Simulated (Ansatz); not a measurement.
A geometry of Hg away from equilibrium: the start of the relaxation of a relaxed Hg cell, doubled along one cell vector, shaken by Gaussian noise of σ = 0.08 Å a coordinate. Calculation: r2SCAN (plane waves to 500 eV, PAW, scalar-relativistic; Ansatz, a first-principles code). Γ-centred k-mesh 8×8×4 on the run's cell (coarser than for final values), Fermi–Dirac smearing 0.05 eV.

```xyz
4
Lattice="0.0000 3.3767 3.3767 3.3767 0.0000 3.3767 6.7533 6.7533 0.0000" Properties=species:S:1:pos:R:3:forces:R:3 pbc="T T T" free_energy=-55317.857 pressure_GPa=0.1
Hg     5.0871     5.0442     5.0569   -0.3670    0.0569   -0.0544
Hg     8.4977     8.5267     5.0086    0.0110   -0.1749    0.0459
Hg     3.3343     3.4340     3.2843    0.3139   -0.0996    0.0942
Hg     6.7440     6.6684     3.4118    0.0421    0.2175   -0.0858
```

Positions in Å, forces in eV/Å, free energy of the cell in eV (comparable only within this code, potentials and settings). Largest force: 0.38 eV/Å, on Hg1 (atoms numbered as listed); the geometry lies 0.21 eV/atom above the end of its relaxation.

No spin polarisation in the result.

The end of the path is a generated cell of Hg: the first start was made by placing the elements on the sites of a structure type, and the end was not matched to a known phase here, so it may be hypothetical.
